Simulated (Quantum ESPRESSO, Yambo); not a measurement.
## AgBr: DFT and GW levels

```xyz
2
Lattice="0.0000 2.8375 2.8375 2.8375 0.0000 2.8375 2.8375 2.8375 0.0000" Properties=species:S:1:pos:R:3 pbc="T T T"
Br     2.8375     2.8375     2.8375
Ag     0.0000     0.0000     0.0000
```

Cell and atoms were relaxed with PBEsol from Materials Project entry mp-23231, within its symmetry.

Starting point: PBEsol (Quantum ESPRESSO, PseudoDojo norm-conserving, 82 Ry, with spin-orbit coupling). G0W0 in Yambo: 4×4×4 Γ-centred k mesh, bands 9 to 184 and a 8 Ry block in the screening, 184 bands in G with the Bruneval-Gonze terminator, plasmon pole fitted at 27.2 eV.

```json
{
  "PBEsol gap along the band path": "0.41 eV",
  "PBEsol gap between the mesh's edge points (L → Γ)": "0.41 eV",
  "G0W0 gap between the same points": "1.67 eV",
  "PBEsol smallest direct gap on the mesh (at Γ)": "2.39 eV",
  "G0W0 direct gap at that point": "3.67 eV"
}
```

```json
[
 {"k point": "Γ", "band": "VB−2", "E PBEsol (eV)": "-1.98", "E QP (eV)": "-2.83", "shift (eV)": "-0.86", "Z": "0.80"},
 {"k point": "Γ", "band": "VB−1", "E PBEsol (eV)": "-1.98", "E QP (eV)": "-2.83", "shift (eV)": "-0.86", "Z": "0.80"},
 {"k point": "Γ", "band": "VB", "E PBEsol (eV)": "-1.98", "E QP (eV)": "-2.83", "shift (eV)": "-0.86", "Z": "0.80"},
 {"k point": "Γ", "band": "CB", "E PBEsol (eV)": "0.41", "E QP (eV)": "0.84", "shift (eV)": "0.43", "Z": "0.83"},
 {"k point": "Γ", "band": "CB+1", "E PBEsol (eV)": "0.41", "E QP (eV)": "0.84", "shift (eV)": "0.43", "Z": "0.83"},
 {"k point": "L", "band": "VB", "E PBEsol (eV)": "0.00", "E QP (eV)": "-0.83", "shift (eV)": "-0.83", "Z": "0.80"},
 {"k point": "L", "band": "CB", "E PBEsol (eV)": "3.36", "E QP (eV)": "3.66", "shift (eV)": "0.30", "Z": "0.83"},
 {"k point": "X", "band": "VB", "E PBEsol (eV)": "-2.30", "E QP (eV)": "-3.39", "shift (eV)": "-1.09", "Z": "0.77"},
 {"k point": "X", "band": "CB", "E PBEsol (eV)": "1.31", "E QP (eV)": "1.84", "shift (eV)": "0.53", "Z": "0.82"},
 {"k point": "W", "band": "VB", "E PBEsol (eV)": "-1.72", "E QP (eV)": "-2.60", "shift (eV)": "-0.88", "Z": "0.79"},
 {"k point": "W", "band": "CB", "E PBEsol (eV)": "3.67", "E QP (eV)": "4.20", "shift (eV)": "0.54", "Z": "0.82"}
]
```

Energies count from the PBEsol valence-band maximum.

Convergence of the G0W0 settings was not tested.
